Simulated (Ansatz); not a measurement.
The calculation used DFT PBE, scalar-relativistic, plane waves, PAW in Ansatz 0.2.0. All cells share a 420 eV cutoff and Γ-centred k meshes spaced at most about 0.3 Å⁻¹ (about 0.25 or finer for metals, 2π included). No spin polarisation in the final relaxations.

Energies over the elements count from the elements' standard structures at the same level, with no fitted energy shifts.

A relaxed structure of K2Li3 has 49.85 Å³/atom, +0.45 eV/atom against the elements, no gap on its mesh:

```
K Li
1.0
     6.29341    0.00000    0.00000
     0.00000    6.29341    0.00000
     0.00000    0.00000    6.29341
K Li
2 3
Direct
  0.00000 0.00000 0.00000
  0.50000 0.50000 0.50000
  0.50000 0.00000 0.00000
  0.00000 0.50000 0.00000
  0.00000 0.00000 0.50000
```

Task: Predict cell, energy and gap of K2Rb3 with the same space group and Wyckoff sites.

Result: K2Rb3 has a = 8.012 Å: 102.85 Å³/atom, +0.17 eV/atom against the elements, no gap on its mesh. The volume per atom changes by +106.3 % and the formation energy by -0.28 eV/atom (from unrounded values). Covalent radii: Li 1.28 Å, Rb 2.20 Å; electronegativities 0.98 and 0.82. The cell follows the size of the atom. K on its first site has 12 Rb at 5.67 Å; K on its second site has 6 Rb at 4.01 Å; Rb is surrounded by 2 K at 4.01 Å, 4 K at 5.67 Å and 8 Rb at 5.67 Å.

```cif
data_structure
_symmetry_space_group_name_H-M 'Pm-3m'
_symmetry_Int_Tables_number 221
_cell_length_a 8.0118
_cell_length_b 8.0118
_cell_length_c 8.0118
_cell_angle_alpha 90.000
_cell_angle_beta 90.000
_cell_angle_gamma 90.000
_cell_volume 514.27
loop_
_atom_site_label
_atom_site_type_symbol
_atom_site_symmetry_multiplicity
_atom_site_Wyckoff_symbol
_atom_site_fract_x
_atom_site_fract_y
_atom_site_fract_z
_atom_site_occupancy
K1 K 1 b 0.50000 0.50000 0.50000 1
K2 K 1 a 0.00000 0.00000 0.00000 1
Rb1 Rb 3 d 0.50000 0.00000 0.00000 1
```

The two cells were relaxed from separate starts that ended on the same group and sites; neither need be the stable form of its compound. Cells relaxed within their symmetry can be saddle points.
